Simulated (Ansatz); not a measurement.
Calculated with Ansatz: V2F3, settings compared

Input:

```yaml
crystal:
  lattice:
    - [2.41124444, 4.17639529, 0.0]
    - [-2.41124444, 4.17639529, 0.0]
    - [0.0, -2.78426319, 4.38681462]
  atoms:
    - { symbol: F, position: [0.5552, 0.9448, 0.75] }
    - { symbol: F, position: [0.25, 0.5552, 0.75] }
    - { symbol: F, position: [0.9448, 0.25, 0.75] }
    - { symbol: F, position: [0.4448, 0.0552, 0.25] }
    - { symbol: F, position: [0.75, 0.4448, 0.25] }
    - { symbol: F, position: [0.0552, 0.75, 0.25] }
    - { symbol: V, position: [0.3523, 0.3523, 0.0569] }
    - { symbol: V, position: [0.1477, 0.1477, 0.4431] }
    - { symbol: V, position: [0.6477, 0.6477, 0.9431] }
    - { symbol: V, position: [0.8523, 0.8523, 0.5569] }
  symmetry: { tolerance: 0.0003 }
kpoints:
  mp_grid: { grid: [5, 5, 5], shift: [0, 0, 0] }
magnetization:
  spin_polarized: false
scf:
  occupations: { method: fermi_dirac }
hamiltonian:
  pseudopotentials: { kind: paw }
  xc: lda
basis:
  ecutwfc: 420
output:
  forces: true
  stress: true
  eigenvalues: true
```

Launch command:

```bash
ansatz run input.yaml --threads 1 --pin off --max-ram 2560MiB --backend cpu --events-out ev --progress --plain --runs-dir out
```

Origin of the cell: a known structure type with other elements, at an estimated volume, so it need not be a known compound.

The smearing width isn't typed, so it takes its default of 0.1 eV.

Output of this run (shortened):

```
Warning: crystal.lattice misses the space group found at crystal.symmetry.tolerance 3.0e-4 in a digit that the deck types, which is why this is a warning: making the lattice exact moves one o […]
Pseudopotentials: kind: paw
Pseudopotential: F, paw, valence charge 7, recommended cutoff 420 eV (normal), F.paw.azcp
Pseudopotential: V, paw, valence charge 13, recommended cutoff 420 eV (normal), V.paw.azcp
Functional definition: SPW92
  exchange = slater_x
  correlation = pw_c
Crystal: 10 atoms, lattice volume = 88.353 Å³
Basis set: ecut = 420 eV, 1707 PW (Γ)
Bands: 57, of which v1, the nominal top of the filled ones, is band 47 counted from 1 (46 counted from 0)
Symmetry: 12 space group operations
Space group: R-3c (ITA 167), of the structure as read, at distance tolerance 1.3e-3 Å
k-points: 19 of 125
[… 5 lines left out …]
Initial density: superposition of atomic densities (neutral atoms: chi_scale 0, normalization atom), corrected by the library's trained network
Functional: x = slater, c = lda
SCF iter   1: F=—  HF=-16198.166054 eV  Δρ=2.14e-2  dr2=2.23e-1
SCF iter   2: F=—  HF=-16198.101814 eV  Δρ=8.24e-3  dr2=3.45e-2
SCF iter   3: F=—  HF=-16198.092998 eV  Δρ=1.80e-3  dr2=1.71e-3
SCF iter   4: F=—  HF=-16198.092875 eV  Δρ=4.01e-4  dr2=1.44e-4
SCF iter   5: F=—  HF=-16198.092873 eV  Δρ=1.63e-4  dr2=2.94e-5
SCF iter   6: F=—  HF=-16198.092862 eV  Δρ=6.46e-5  dr2=3.21e-6
SCF iter   7: F=—  HF=-16198.092862 eV  Δρ=1.53e-5  dr2=2.70e-7
SCF iter   8: F=-16198.092862 eV  HF=-16198.092862 eV  Δρ=7.71e-6  dr2=3.03e-8
SCF 1 converged in 8 iterations: F = -16198.092862 eV  dr2 = 3.03e-8
SCF converged after 8 iterations
Free energy (F): -16198.092862 eV
Harris-Foulkes:  -16198.092862 eV  (|F-HF|=1.75e-8)
Internal energy: -16197.659429 eV  (E = F + TS)
E sigma→0 (E₀):  -16197.876145 eV
Entropy (-TS):   -0.433433 eV (-43.343 meV/atom)
Fermi energy:    17.022952 eV
--- Per-component energies (eV) ---
  E_band       = -596.657696
  E_kinetic    = 2626.930331
  E_local      = -6819.585845  (includes V_loc(G=0)·N_el)
  E_nonlocal   = 326.291202
  E_hartree    = 2886.666368
  E_xc         = -989.240042
  E_vxc        = -1270.667363  (∫ρ·V_xc dr)
  E_paw        = -5396.844932  (= ΣΔE_a)
  E_vpaw       = -1232.962992  (= ΣTr[D̂ρ^β])
  E_aug_tail   = 0.013435  (compensation charges beyond the density's cutoff)
  E_ewald      = -8833.954054
  E_core_change = 2.064109  (= ΣΔE_core)
  E_smearing   = -0.433433  (= −TS)
  Σ components = -16198.092862   (vs F -16198.092862, Δ=0.00e0)
--- Forces (eV/Å), atoms counted from 1 ---
  atom   1  F      0.121889     0.000000    -0.000000
  atom   2  F     -0.060945     0.105559    -0.000000
[… 3 lines left out …]
  atom   6  F      0.060945     0.105559    -0.000000
  atom   7  V      0.000000    -0.000000    -2.350829
  atom   8  V      0.000000     0.000000     2.350829
  atom   9  V     -0.000000     0.000000     2.350829
  atom  10  V     -0.000000    -0.000000    -2.350829
  max |Σ_I F_I| component: 4.44e-16 eV/Å
--- Stress (GPa, compression-positive) ---
       48.097817       0.000000       0.000000
        0.000000      48.097817      -0.000000
        0.000000      -0.000000      42.416593
  P = ⅓ Tr σ = 46.2041 GPa (462.041 kbar)
```

The same input was run again with these changes:

1. `kpoints.mp_grid.grid` [5, 5, 5] → [8, 8, 8]; `scf.lower_state_search` default → standard
2. `scf.eigensolver.kind` default → davidson; `crystal.symmetry` { tolerance: 0.0003 } → { detect: false }
3. `scf.mixing.preconditioner` default → ldos; `accuracy` default → medium
4. `kpoints.mp_grid.grid` [5, 5, 5] → [1, 1, 1]; `scf.max_iter` default → 80

```tsv
run	end	SCF iterations	P (GPa)	max force component (eV/Å)	moment (μB)	ΔE(σ→0) (meV/atom)
base	converged	8	46.20	2.351	–	0
1	converged	8	46.26	2.355	–	0.22
2	converged	8	46.20	2.351	–	0.00
3	converged	8	46.20	2.351	–	0.00
4	converged	9	61.40	1.686	–	266.01
```

Energies are compared only where functional, datasets, charge and starting cell are the same.

Not properties of the system: run 4 (one k-point for a small cell).

Caveats of the base run: no spin polarisation, so a magnetic state may lie lower; the given cell is far from equilibrium, with atoms too close or a volume far off; the k mesh is coarse if the cell is a metal.

The base run ran for 6.5 s on 1 thread of Arm Neoverse V1 (shared host), peak memory 0.36 GiB, from the program's own first density.
